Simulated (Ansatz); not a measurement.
SiO2:
```cif
data_O8Si4
_chemical_formula_sum 'Si4 O8'
_space_group_name_H-M_alt 'Pbcn'
_space_group_IT_number 60
_space_group_name_Hall '-P 2n 2ab'
_cell_length_a 4.07162
_cell_length_b 5.03012
_cell_length_c 4.48325
_cell_angle_alpha 90.000
_cell_angle_beta 90.000
_cell_angle_gamma 90.000
loop_
_atom_site_label
_atom_site_type_symbol
_atom_site_symmetry_multiplicity
_atom_site_Wyckoff_symbol
_atom_site_fract_x
_atom_site_fract_y
_atom_site_fract_z
_atom_site_occupancy
Si1 Si 4 c 0.00000 0.15184 0.25000 1
O1 O 8 d 0.26883 0.38206 0.08039 1
```

Relaxed with r²SCAN.

Q: Which orbitals make up the states near the band edges in plane-wave PAW r²SCAN (Ansatz code)?

A: Top 1 eV of the valence band: O 2p 98 %. Bottom 1 eV of the conduction band: Si 3s 51 %, O 2s 35 %, O 2p 7 %. Projections are on Löwdin-orthogonalised atomic valence shells; empty p or d shells of many metals are not among them.

Q: Tabulate the density of states.

A: States/eV per cell of 12 atoms, in 0.25 eV bins, energy from the valence-band maximum.

| E (eV) | total | O 2p | Si 3p | Si 3s |
|---|---|---|---|---|
| -7.85 | 2.48 | 1.78 | 0.40 | 0.17 |
| -7.60 | 2.63 | 1.93 | 0.46 | 0.13 |
| -7.35 | 4.25 | 3.19 | 0.75 | 0.17 |
| -7.10 | 4.34 | 3.27 | 0.71 | 0.19 |
| -6.85 | 3.24 | 2.44 | 0.55 | 0.12 |
| -6.60 | 3.59 | 2.71 | 0.61 | 0.11 |
| -6.35 | 5.69 | 4.38 | 0.93 | 0.12 |
| -6.10 | 4.71 | 3.66 | 0.72 | 0.11 |
| -5.85 | 5.41 | 4.24 | 0.79 | 0.13 |
| -5.60 | 4.69 | 3.70 | 0.65 | 0.12 |
| -5.35 | 5.59 | 4.48 | 0.77 | 0.12 |
| -5.10 | 5.13 | 4.16 | 0.66 | 0.10 |
| -4.85 | 4.11 | 3.35 | 0.50 | 0.08 |
| -4.60 | 5.31 | 4.40 | 0.59 | 0.08 |
| -4.35 | 5.76 | 4.88 | 0.55 | 0.07 |
| -4.10 | 5.46 | 4.72 | 0.48 | 0.04 |
| -3.85 | 5.39 | 4.74 | 0.43 | 0.03 |
| -3.60 | 6.76 | 6.06 | 0.42 | 0.03 |
| -3.35 | 6.77 | 6.22 | 0.26 | 0.03 |
| -3.10 | 8.17 | 7.62 | 0.24 | 0.02 |
| -2.85 | 6.65 | 6.28 | 0.13 | 0.02 |
| -2.60 | 6.66 | 6.31 | 0.12 | 0.02 |
| -2.35 | 5.54 | 5.25 | 0.10 | 0.01 |
| -2.10 | 4.38 | 4.17 | 0.07 | 0.01 |
| -1.85 | 5.53 | 5.31 | 0.07 | 0.01 |
| -1.60 | 5.94 | 5.73 | 0.05 | 0.01 |
| -1.35 | 4.74 | 4.58 | 0.04 | 0.01 |
| -1.10 | 4.95 | 4.80 | 0.04 | 0.01 |
| -0.85 | 5.74 | 5.58 | 0.04 | 0.01 |
| -0.60 | 8.68 | 8.49 | 0.04 | 0.01 |
| -0.35 | 6.78 | 6.64 | 0.03 | 0.01 |
| -0.10 | 0.74 | 0.73 | 0.00 | 0.00 |
| 0.15 | 0.00 | 0.00 | 0.00 | 0.00 |
| 0.40 | 0.00 | 0.00 | 0.00 | 0.00 |
| 0.65 | 0.00 | 0.00 | 0.00 | 0.00 |
| 0.90 | 0.00 | 0.00 | 0.00 | 0.00 |
| 1.15 | 0.00 | 0.00 | 0.00 | 0.00 |
| 1.40 | 0.00 | 0.00 | 0.00 | 0.00 |
| 1.65 | 0.00 | 0.00 | 0.00 | 0.00 |
| 1.90 | 0.00 | 0.00 | 0.00 | 0.00 |
| 2.15 | 0.00 | 0.00 | 0.00 | 0.00 |
| 2.40 | 0.00 | 0.00 | 0.00 | 0.00 |
| 2.65 | 0.00 | 0.00 | 0.00 | 0.00 |
| 2.90 | 0.00 | 0.00 | 0.00 | 0.00 |
| 3.15 | 0.00 | 0.00 | 0.00 | 0.00 |
| 3.40 | 0.00 | 0.00 | 0.00 | 0.00 |
| 3.65 | 0.00 | 0.00 | 0.00 | 0.00 |
| 3.90 | 0.00 | 0.00 | 0.00 | 0.00 |
| 4.15 | 0.00 | 0.00 | 0.00 | 0.00 |
| 4.40 | 0.00 | 0.00 | 0.00 | 0.00 |
| 4.65 | 0.00 | 0.00 | 0.00 | 0.00 |
| 4.90 | 0.00 | 0.00 | 0.00 | 0.00 |
| 5.15 | 0.00 | 0.00 | 0.00 | 0.00 |
| 5.40 | 0.00 | 0.00 | 0.00 | 0.00 |
| 5.65 | 0.00 | 0.00 | 0.00 | 0.00 |
| 5.90 | 0.00 | 0.00 | 0.00 | 0.00 |
| 6.15 | 0.00 | 0.00 | 0.00 | 0.00 |
| 6.40 | 0.00 | 0.00 | 0.00 | 0.00 |
| 6.65 | 0.00 | 0.00 | 0.00 | 0.00 |
| 6.90 | 0.04 | 0.00 | 0.00 | 0.02 |
| 7.15 | 0.12 | 0.01 | 0.00 | 0.06 |
| 7.40 | 0.18 | 0.01 | 0.01 | 0.09 |
| 7.65 | 0.26 | 0.02 | 0.01 | 0.13 |
| 7.90 | 0.37 | 0.04 | 0.02 | 0.18 |
| 8.15 | 0.66 | 0.08 | 0.05 | 0.31 |
| 8.40 | 2.03 | 0.27 | 0.26 | 0.91 |
| 8.65 | 3.25 | 0.46 | 0.44 | 1.43 |
| 8.90 | 3.84 | 0.60 | 0.51 | 1.69 |
| 9.15 | 3.94 | 0.68 | 0.41 | 1.80 |
| 9.40 | 2.86 | 0.53 | 0.32 | 1.28 |
| 9.65 | 3.25 | 0.61 | 0.41 | 1.41 |
| 9.90 | 3.05 | 0.59 | 0.42 | 1.31 |
| 10.15 | 2.98 | 0.55 | 0.54 | 1.16 |
| 10.40 | 2.37 | 0.44 | 0.46 | 0.90 |
| 10.65 | 1.89 | 0.28 | 0.58 | 0.53 |
| 10.90 | 2.15 | 0.20 | 1.03 | 0.28 |
| 11.15 | 2.81 | 0.25 | 1.44 | 0.28 |
| 11.40 | 5.07 | 0.46 | 2.74 | 0.41 |
| 11.65 | 5.81 | 0.56 | 3.17 | 0.38 |

The workflow started from a Materials Project entry (that database holds measured and hypothetical structures alike); the Crystallography Open Database copy checked does not list it. It is not the phase usual at ambient conditions (space group No. 92, 152, 154). The r²SCAN relaxation kept the symmetry of its start; of distortions, only those at the zone centre were tested.

Potentials: the later of the program's two PAW sets.
